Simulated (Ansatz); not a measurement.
## HfB2 — ¹⁷⁷Hf nuclear quadrupole resonance

Cell: an entry of the Crystallography Open Database (COD), whose atoms a relaxation with PBE at fixed cell left in place.

```
Hf B
1.0
     3.14000    0.00000    0.00000
    -1.57000    2.71932    0.00000
     0.00000    0.00000    3.48000
Hf B
1 2
Direct
  0.00000 0.00000 0.00000
  0.33333 0.66667 0.50000
  0.66667 0.33333 0.50000
```

Atom numbers follow the list; atoms alike are taken as one site, whose name carries the number of the first.

All values are calculated (Ansatz; DFT, PBE, plane waves and PAW, scalar-relativistic, 420 eV cutoff, Γ-centred 10×10×8 k-points, Fermi–Dirac smearing 0.05 eV), not measured.

¹⁷⁷Hf: I = 7/2, Q = 3365 mb (year-2017 value). Static lattice, zero field.

Task: At which frequencies do the ¹⁷⁷Hf NQR lines lie?

Result: For I = 7/2 and η = 0 the lines are |C_Q|/14 times 1, 2 and 3; η shifts the lowest up most.

```json
{"site": "Hf", "atoms": "1", "V_zz (10²¹ V/m²)": "10.31", "C_Q (MHz)": "839", "η": "0.00", "line frequencies (MHz)": "59.9, 119.8, 179.7"}
```

Task: And for ¹⁷⁹Hf (I = 9/2, Q = 3793 mb) on Hf?

Result: C_Q scales with Q to 945 MHz, with lines at 39.4, 78.8, 118.1, 157.5 MHz.

An axis of threefold or higher order runs through Hf, so V_zz lies along it and η is zero.

With no gap above 0.1 eV, as in a metal, the gradients converge slowly in k; expect changes of a tenth or more on a denser mesh. Without spin–orbit coupling the gradients at and beside Hf can be off by some per cent, at some sites by more.

The relaxation (1 step) took 8.3 s of wall time (8.1 s of CPU time) and 0.41 GiB at its peak, on 1 thread of Arm Neoverse N1 (aarch64; 56 cores open to the job, memory cap 3.0 GiB, no GPU), a shared host with a load of 0.8 a core.
